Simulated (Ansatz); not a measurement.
A geometry of Zr away from equilibrium: step 2 of the relaxation of a relaxed Zr cell shaken by Gaussian noise of σ = 0.08 Å a coordinate. All values below come from r2SCAN (plane waves to 500 eV, PAW, scalar-relativistic; Ansatz, a program for electronic structure). Γ-centred k-mesh 6×6×6 on the run's cell (coarser than for final values), Fermi–Dirac smearing 0.05 eV.

```yaml
crystal:
  lattice:
    - [5.64018, 0.00886, -0.01607]
    - [0.00886, 5.72184, 0.02144]
    - [-0.01607, 0.02144, 5.68353]
  atoms:
    - { symbol: Zr, position: [0.24615, 0.01007, 0.50993] }
    - { symbol: Zr, position: [0.73959, 0.00057, 0.48630] }
    - { symbol: Zr, position: [0.98397, 0.49620, 0.25093] }
    - { symbol: Zr, position: [0.99593, 0.51668, 0.75396] }
    - { symbol: Zr, position: [0.50584, 0.25186, 0.01023] }
    - { symbol: Zr, position: [0.50402, 0.75710, 0.99631] }
    - { symbol: Zr, position: [0.01139, 0.00598, 0.00194] }
    - { symbol: Zr, position: [0.48484, 0.50567, 0.50622] }
```

Q: What forces act on the atoms (eV/Å)?

A: 
| atom | Fx | Fy | Fz |
|---|---|---|---|
| Zr1 | -0.03 | -0.02 | 0.08 |
| Zr2 | 0.18 | 0.02 | 0.08 |
| Zr3 | -0.06 | -0.03 | 0.03 |
| Zr4 | 0.02 | 0.01 | -0.04 |
| Zr5 | -0.04 | 0.20 | 0.03 |
| Zr6 | 0.00 | -0.15 | -0.03 |
| Zr7 | -0.09 | -0.01 | -0.02 |
| Zr8 | 0.03 | -0.02 | -0.12 |

Q: What is the pressure?

A: +0.8 GPa, compression positive.

Q: How much energy per atom can still be gained by relaxing?

A: 0.08 eV/atom; the path ends in R32 (No. 155).

No spin polarisation in the result.

The end of the path is a generated cell of Zr: the first start was made by placing the elements on the sites of a structure type, and the end was not matched to a known phase here, so it may be hypothetical. Known forms of Zr include space group No. 194.
